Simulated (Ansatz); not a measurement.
TaSi2 in space group P6_222 (No. 180; Si on 6j, Ta on 3d) under volume change, plane-wave PAW PBEsol (Ansatz code), shape and atoms relaxed at each volume.

| V (Å³/atom) | E − E(relaxed) (meV/atom) | P (GPa) |
|---|---|---|
| 13.012 | 83.4 | 22.54 |
| 13.441 | 35.0 | 13.81 |
| 13.870 | ___ | ___ |
| 14.299 | 0.0 | 0.00 |
| 14.728 | 7.4 | -5.42 |
| 15.157 | ___ | ___ |
| 15.586 | 60.6 | -13.96 |

Problem. Complete the blanks.

Solution. 
- 15.157, E − E(relaxed) (meV/atom): 28.3
- 15.157, P (GPa): -10.04
- 13.870, E − E(relaxed) (meV/atom): 8.3
- 13.870, P (GPa): 6.36

Problem. What does a third-order Birch–Murnaghan fit give for V₀, B₀ and B′?

Solution. V₀ = 14.30 Å³/atom, B₀ = 195 GPa, B′ = 4.3.

The cell was relaxed with PBEsol under the symmetry of its start. No spin polarisation was allowed. Scalar-relativistic: spin–orbit coupling is off unless named, which matters more the heavier the elements.

Potentials: the later of the program's two PAW sets.
